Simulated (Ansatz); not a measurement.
ScPdN2:
```
ScPdN2
1.0
    1.61452     0.93214     5.89884
   -1.61452     0.93214     5.89884
    0.00000    -1.86429     5.89884
Sc Pd N
1 1 2
Direct
  0.50000   0.50000   0.50000
  0.00000   0.00000   0.00000
  0.89388   0.89388   0.89388
  0.10612   0.10612   0.10612
```

Relaxed with PBEsol. Special points in fractions of this cell's reciprocal vectors: Γ (0.000, 0.000, 0.000); T (0.500, 0.500, 0.500); H2 (0.817, 0.183, 0.500); H0 (0.500, -0.183, 0.183); L (0.500, 0.000, 0.000); S0 (0.342, -0.342, 0.000); S2 (0.658, 0.000, 0.342); F (0.500, 0.000, 0.500).

List the band energies nearest the Fermi level at these points for PBEsol in the plane-wave PAW code Ansatz.

In eV from the Fermi level; about four levels below and three above (degenerate sets whole), none deeper than 8.9 eV; points with the same levels are listed once.

```csv
k,below,above
Γ,-0.99 -0.99 -0.99 -0.20 -0.20,4.11 4.11 4.15
T,-2.61 -2.61 -2.61 -2.61,1.23 1.23 4.04 4.04
H2,-2.22 -1.88 -1.87 -0.59,0.12 1.01 4.07
L,-2.15 -2.13 -1.49 -0.01,0.50 1.18 2.72
S0,-2.17 -2.10 -1.61 -0.68,0.17 1.02 4.04
F,-1.40 -1.25 -1.13 -0.42,0.76 3.95 3.99
```

Space group R-3m. The start of the workflow was typed in or built on a structure type; neither database checked (COD, Materials Project) lists it. Its standing as an ambient phase is unchecked. The cell was relaxed with PBEsol under the symmetry of its start; whether a distortion lowers the energy is not shown. No spin polarisation was allowed. With an odd number of electrons in the cell and no spin polarisation, the count alone makes it a metal. Spin–orbit coupling is left out wherever it is not named.

Potentials: the later of the program's two PAW sets.
